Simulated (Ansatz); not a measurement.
CuSe$_{2}$:
```
CELL_PARAMETERS angstrom
      5.03331     0.00000     0.00000
      0.00000     6.18638     0.00000
      0.00000     0.00000     3.76869
ATOMIC_POSITIONS crystal
  Cu 0.00000 0.00000 0.00000
  Cu 0.50000 0.50000 0.50000
  Se 0.81466 0.61398 0.00000
  Se 0.18534 0.38602 0.00000
  Se 0.31466 0.88602 0.50000
  Se 0.68534 0.11398 0.50000
```

Relaxed with r²SCAN.

Q: Map the electron localisation function on the plane through (0.000, 0.000, 0.000) spanned by u = [1, 0, 0] and v = [0, 1, 0] in lattice vectors, from the program Ansatz at the r²SCAN level (PAW).

A: x is the fraction of u, y of v (the angle between them is 90°; rows are the nearest grid lines); atoms in the plane: Cu at (0.00, 0.00), Se at (0.81, 0.61), Se at (0.19, 0.39).
```
y \ x   0.000  0.0800  0.200  0.280  0.360  0.440  0.560  0.640  0.720  0.800  0.920   1.00
------  -----  ------  -----  -----  -----  -----  -----  -----  -----  -----  -----  -----
1.00    0.931   0.523  0.135  0.121  0.062  0.025  0.025  0.062  0.121  0.135  0.523  0.931
0.935   0.525   0.295  0.122  0.126  0.074  0.034  0.018  0.041  0.107  0.132  0.285  0.525
0.839   0.136   0.127  0.113  0.087  0.058  0.034  0.021  0.087  0.312  0.419  0.175  0.136
0.774   0.481   0.186  0.058  0.044  0.035  0.025  0.068  0.377  0.668  0.794  0.750  0.481
0.677   0.697   0.355  0.053  0.034  0.027  0.031  0.359  0.671  0.656  0.458  0.752  0.697
0.613   0.644   0.443  0.330  0.300  0.135  0.055  0.471  0.752  0.547  0.121  0.509  0.644
0.548   0.683   0.624  0.667  0.698  0.521  0.127  0.409  0.770  0.747  0.428  0.624  0.683
0.452   0.683   0.624  0.428  0.747  0.770  0.409  0.127  0.521  0.698  0.667  0.624  0.683
0.387   0.644   0.509  0.121  0.547  0.752  0.471  0.055  0.135  0.300  0.330  0.443  0.644
0.323   0.697   0.752  0.458  0.656  0.671  0.359  0.031  0.027  0.034  0.053  0.355  0.697
0.226   0.481   0.750  0.794  0.668  0.377  0.068  0.025  0.035  0.044  0.058  0.186  0.481
0.161   0.136   0.175  0.419  0.312  0.087  0.021  0.034  0.058  0.087  0.113  0.127  0.136
0.0645  0.525   0.285  0.132  0.107  0.041  0.018  0.034  0.074  0.126  0.122  0.295  0.525
0.000   0.931   0.523  0.135  0.121  0.062  0.025  0.025  0.062  0.121  0.135  0.523  0.931
```

The density is the valence pseudo-density with augmentation charge, so density and ELF within about 1 Å of a nucleus are not all-electron values.

Space group Pnnm. The workflow started from an entry of the Crystallography Open Database (COD). Its standing as an ambient phase is unchecked. The cell was relaxed with r²SCAN under the symmetry of its start; whether a distortion lowers the energy is not shown. The run is not spin-polarised.

Potentials: the later of the program's two PAW sets.
